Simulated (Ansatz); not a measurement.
Input and command of a plane-wave DFT calculation in Ansatz:

```yaml
crystal:
  lattice:
    - [6.1904415372, 0.0, 0.0]
    - [-3.0952207686, 5.3610796318, 0.0]
    - [0.0, 0.0, 4.9687844711]
  atoms:
    - { symbol: Rb, position: [0.3333333333, 0.6666666667, 0.25] }
    - { symbol: Rb, position: [0.6666666667, 0.3333333333, 0.75] }
    - { symbol: Ir, position: [0.833, 0.666, 0.25] }
    - { symbol: Ir, position: [0.167, 0.833, 0.75] }
    - { symbol: Ir, position: [0.334, 0.167, 0.25] }
    - { symbol: Ir, position: [0.167, 0.334, 0.75] }
    - { symbol: Ir, position: [0.833, 0.167, 0.25] }
    - { symbol: Ir, position: [0.666, 0.833, 0.75] }
basis:
  ecutwfc: 420
kpoints:
  mp_grid: { grid: [3, 3, 4] }
hamiltonian:
  xc: pbe
scf:
  occupations: { method: gaussian, width: 0.1 }
  lower_state_search: "off"
output:
  forces: true
  stress: true
  eigenvalues: true
```

```bash
ansatz run input.yaml --threads 1 --pin off --max-ram 2560MiB --backend cpu --events-out ev --progress --plain --runs-dir out
```

Processor: Arm Neoverse V1, 1 thread, on a host shared with other jobs.

How long does it run, and how much memory does it take?

About 6.3 s on 1 thread of Arm Neoverse V1, with other jobs on the host, peak memory 0.44 GiB. It solves 72 bands at 9 k points (the mesh reduced by the symmetry that the task leaves, which can be less than the crystal's) with about 3239 plane waves, in 8 SCF iterations.
